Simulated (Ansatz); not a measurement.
SnOSe (Janus 2H monolayer): the band gap by level of theory

All numbers come from the plane-wave code Ansatz. The cell comes from a prototype generator: it can be a known phase or a hypothetical one. No magnetic order is allowed.

SnOSe as a Janus 2H monolayer, relaxed with r2SCAN. The sheet's in-plane cell has a = 3.413 Å, b = 3.413 Å (γ = 120.0°), and its outermost atoms lie 2.88 Å apart along the normal. Sn is surrounded by 3 O at 2.22 Å and 3 Se at 2.71 Å; O is surrounded by 3 Sn at 2.22 Å; Se is surrounded by 3 Sn at 2.71 Å.

```
Sn O Se
1.0
     3.41321    0.00000    0.00000
    -1.70660    2.95592    0.00000
     0.00000    0.00000   29.70917
Sn O Se
1 1 1
Direct
  0.33333 0.66667 0.31233
  0.66667 0.33333 0.34664
  0.66667 0.33333 0.24984
```
Two periodic directions, a and b.

On this one geometry the levels give:
```json
{"level": "LDA", "k mesh": "12×12×1", "gap (eV)": "none (overlap 0.44)", "kind": "–", "edges": "–", "least direct gap (eV)": "–"}
{"level": "PBE", "k mesh": "12×12×1", "gap (eV)": "none (overlap 0.44)", "kind": "–", "edges": "–", "least direct gap (eV)": "–"}
{"level": "PBE+SOC", "k mesh": "12×12×1", "gap (eV)": "none (overlap 0.26)", "kind": "–", "edges": "–", "least direct gap (eV)": "–"}
{"level": "r2SCAN", "k mesh": "12×12×1", "gap (eV)": "none (overlap 0.40)", "kind": "–", "edges": "–", "least direct gap (eV)": "–"}
{"level": "HSE06+SOC", "k mesh": "6×6×1", "gap (eV)": "0.04", "kind": "indirect", "edges": "Γ → K–Γ (0.75)", "least direct gap (eV)": "0.30"}
```
All runs use a smearing of 0.02 eV.
Wave cutoffs: 420 eV, 500 eV (r2SCAN).
Points off the special ones are mesh points or PBE's searched band edges, reused at the other levels.

With r2SCAN the bands overlap by 0.40 eV (counted from 1, band 18 peaks at Γ and band 19 bottoms out at K–Γ (0.75 of the way from K)): no gap. PBE+SOC gives no gap: the lowest nominally empty band dips 0.26 eV below the top of the last filled one (its bottom at K–Γ (0.75 of the way from K), the top at Γ), so the cell is a metal or semimetal at this level.

The levels disagree on the kind of gap: indirect with HSE06+SOC; no gap with LDA, PBE, PBE+SOC, r2SCAN.

Only the levels marked +SOC include spin-orbit coupling.

The meshes of the hybrids are coarse, so their gaps aren't converged to the digits shown.
